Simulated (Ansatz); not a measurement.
A single-point calculation of Ga4AsP3, ordered on the zincblende lattice (Pmm2) with 8 atoms a cell with Ansatz, at the level PBE0. Cell and atoms come from a relaxation with r2SCAN.

Input file:
```yaml
crystal:
  lattice:
    - [3.8936249088, 0.0, 0.0]
    - [0.0, 7.7851408787, 0.0]
    - [0.0, 0.0, 5.5003000602]
  atoms:
    - { symbol: P, position: [0.0, 0.2463174227, 1.0669e-06] }
    - { symbol: Ga, position: [0.5, 0.2433831818, 0.7542795047] }
    - { symbol: P, position: [0.5, 0.0, 0.4999097428] }
    - { symbol: Ga, position: [0.0, 0.0, 0.2539211835] }
    - { symbol: P, position: [0.0, 0.7536825773, 1.0669e-06] }
    - { symbol: Ga, position: [0.5, 0.7566168182, 0.7542795047] }
    - { symbol: As, position: [0.5, 0.5, 0.5001922911] }
    - { symbol: Ga, position: [0.0, 0.5, 0.2374156393] }
kpoints:
  mp_grid: { grid: [4, 2, 4] }
  band_path:
    path:
      - [0.0, 0.0, 0.0]
      - [0.5, 0.0, 0.0]
      - [0.5, 0.5, 0.0]
      - [0.0, 0.5, 0.0]
      - [0.0, 0.0, 0.5]
      - [0.5, 0.0, 0.5]
      - [0.5, 0.5, 0.5]
      - [0.0, 0.5, 0.5]
    npoints: 1
hamiltonian:
  xc: pbe0
scf:
  occupations: { method: fixed }
  n_extra_bands: 6
output:
  forces: true
  stress: true
  eigenvalues: true
```

Run as `ansatz run input.yaml --threads 4 --pin off --max-ram 6451MiB --backend cpu --events-out ev --progress --plain --runs-dir out`. It took 7.4 min on 4 threads of Intel(R) Xeon(R) Processor @ 2.50GHz (Skylake/Cascade Lake), with other jobs on the host; peak host memory 3 GiB.

Main lines of the log:
```
scf.n_extra_bands = 6 over 41 filled bands (N_el = 82.0): the run solves 47 bands
Functional definition: PBE0
Crystal: 8 atoms, lattice volume = 166.727 Å³
Basis set: ecut = 420 eV, 3297 PW (Γ)
Symmetry: 4 space group operations
Space group: Pmm2 (ITA 25)
k-points: 18 of 32 (time reversal used)
preconditioner: auto → none  [insulator: Δε(μ)=2.686 eV  ℏωp=24.4 eV]
hybrid outer 1: dexx = +5.388e-2 eV, tail = 1.82e-4 eV
hybrid outer 2: dexx = +9.502e-6 eV, tail = 1.38e-7 eV, Δε = 3.47e-3 eV, ΔF = 4.36e-3 eV/Å
hybrid outer 3: dexx = +3.776e-9 eV, tail = 3.08e-9 eV, Δε = 1.28e-4 eV, ΔF = 6.12e-5 eV/Å
Free energy (F): -22263.873049 eV
Fermi energy:    6.655987 eV
--- Forces (eV/Å), atoms counted from 1 ---
  atom   1  P       0.00000      0.00158      0.00035
  atom   2  Ga      0.00000      0.00927      0.00331
  atom   3  P       0.00000      0.00000      0.00064
  atom   4  Ga      0.00000      0.00000    -0.00332
  atom   5  P       0.00000    -0.00158      0.00035
  atom   6  Ga      0.00000    -0.00927      0.00331
  atom   7  As      0.00000      0.00000    -0.00109
  atom   8  Ga      0.00000      0.00000    -0.00357
--- Stress (GPa, compression-positive) ---
        0.770123       0.000000       0.000000
        0.000000       0.840304       0.000000
        0.000000       0.000000       0.025663
  P = ⅓ Tr σ = 0.5454 GPa (5.454 kbar)
```

bands.tsv, columns around the gap (it counts bands from 0):
```tsv
# k_distance	band_36	band_37	band_38	band_39	band_40	band_41	band_42	band_43	band_44
# fermi_ev = 6.655987
# [0, 0, 0] at k_distance = 0.000000
# [0.5, 0, 0] at k_distance = 0.806855
# [0.5, 0.5, 0] at k_distance = 1.210393
# [0, 0.5, 0] at k_distance = 2.017248
# [0, 0, 0.5] at k_distance = 2.716587
# [0.5, 0, 0.5] at k_distance = 3.523442
# [0.5, 0.5, 0.5] at k_distance = 3.926979
# [0, 0.5, 0.5] at k_distance = 4.733835
# levels_relative_to = fermi_ev
0.000	-1.550	-1.259	-0.052	-0.025	0.000	2.834	3.051	3.118	4.443
0.807	-3.015	-2.977	-2.886	-1.548	-1.213	2.712	2.972	3.126	3.129
1.210	-3.287	-2.918	-2.788	-2.722	-2.588	4.083	4.107	4.174	4.229
2.017	-2.438	-1.546	-1.415	-0.546	-0.128	3.327	3.591	4.354	4.499
2.717	-1.806	-1.471	-1.240	-1.238	-0.990	2.879	2.929	3.407	3.613
3.523	-3.770	-1.469	-1.282	-1.243	-1.125	2.922	2.925	6.068	6.079
3.927	-3.341	-2.264	-2.213	-2.117	-2.029	4.796	4.802	4.956	4.956
4.734	-1.800	-1.784	-1.767	-1.704	-1.145	3.966	4.000	4.005	4.258
```
In order the rows are Γ, X, S, Y, Z, U, R, T.

With PBE0 the valence top lies at Γ and the conduction bottom at X, 2.71 eV higher; the smallest vertical gap, at Γ, is 2.83 eV. The gap is the least over the mesh and the extra points. With the atoms held, the mean pressure is +0.5 GPa (compression positive). The stress of a hybrid is loosely converged here.

All values are calculated for a non-magnetic cell, which may be hypothetical.

Spin-orbit coupling is left out.

The meshes of the hybrids are coarse, so their gaps aren't converged to the digits shown.
